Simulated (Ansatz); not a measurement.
Values for one crystal, relaxed and computed with the program Ansatz at the PBE level (PAW); other levels are named.

```yaml
volume_per_atom: 18.55 Å³
electronic_character: metallic (no gap)
Formation energy from the elements (no fitted shifts): -0.44 eV/atom
Pressure derivative B′: 4.8
Gap with spin–orbit coupling: none (metallic)
Bulk modulus (Birch–Murnaghan fit): 104 GPa
Density of states at the Fermi level: 0.31 states/eV per atom (mean over ±0.08 eV)
```

**Question.** Pick the material that matches.
A. TiAl, L1₀ or tetragonal B2
B. Al2Au, fluorite or antifluorite type
C. In2Au, cubic Laves (MgCu2 type)
D. AlNi, CsCl type

**Answer.** B, Al2Au, fluorite or antifluorite type

Space group Fm-3m (fluorite or antifluorite type). The PBE relaxation kept the symmetry of its start. The references are the lowest solids computed at this level, not always the standard phases. Scalar-relativistic: spin–orbit coupling is off unless named, which matters more the heavier the elements.

Potentials: the earlier of the program's two PAW sets.
